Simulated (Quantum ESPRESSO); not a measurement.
One change at a time to Al2InIrOs4

All numbers below are calculated, not measured. They come from Quantum ESPRESSO 7.5, a public plane-wave density functional program. Each row is one single-point run on a made-up periodic cell of eight metal atoms, with elements, volume, strain and displacements drawn at random and not relaxed, so a cell may be unstable or far from any real phase. There is no spin polarisation or spin-orbit coupling.

Settings: PBE unless stated; PseudoDojo standard norm-conserving files; Fermi-Dirac width 0.25 eV, which means electrons at about 2900 K; cutoff 1007 eV; 5 x 5 x 5 k mesh shifted half a step off Gamma. E is the free energy of the whole cell (internal energy minus TS), so a -TS column is already part of it. Stress is positive in tension, and the pressure P is minus a third of its trace.

Checks: one run of this series was repeated at a higher cutoff and on a denser mesh, which moved values by no more than 0.003 eV, 0.02 GPa and 0.006 eV/Å, and a second program with other atomic files agreed on it to 2 % rms in force and 0.5 GPa in pressure. Known limits: heavy elements are run without spin-orbit coupling, which real alloys of them have; a spin test at this wide smearing found no moment, but such smearing suppresses magnetism that the real alloy may have.

The lattice is hexagonal close-packed, and the cell vectors in Å are (0.043, 4.817, -0.016); (2.753, 0.010, 4.465); (2.888, 0.040, -4.549), a volume of 122.44 Å³ in run 1. The elements on sites 1 to 8 are In Os Al Os Os Os Ir Al. Each later run makes one change to run 1 and keeps the rest. E is counted from run 1, and is n/a where other atomic files have another zero of energy.

| run | change | V (Å³) | P (GPa) | -TS (eV) | rms force (eV/Å) | largest change of a force component (eV/Å) | E (eV) |
|---|---|---|---|---|---|---|---|
| 1 | none | 122.44 | -3.10 | -1.302 | 0.711 | 0.000 | 0.000 |
| 2 | sites 1 and 2 exchanged | 122.44 | -3.27 | -1.274 | 0.678 | 2.028 | -0.118 |
| 3 | all lengths scaled by +1.07 % | 126.42 | -9.82 | -1.361 | 0.654 | 0.156 | 0.162 |
| 4 | W on site 2 | 122.44 | 1.23 | -1.249 | 0.739 | 0.502 | n/a |
| 5 | site 3 moved by -0.07 Å along y | 122.44 | -2.86 | -1.303 | 0.768 | 0.505 | ? |

## Worked estimate

Along the move dE = -F dx. The force on site 3 along y is 1.011 eV/Å in run 1 and 1.517 eV/Å in run 5, and the move is -0.07 Å, so the mean force times the move gives an estimate.

## Withheld value

Question: what E should run 5 give?

The estimate is 0.088 eV. The calculation gave 0.088 eV.
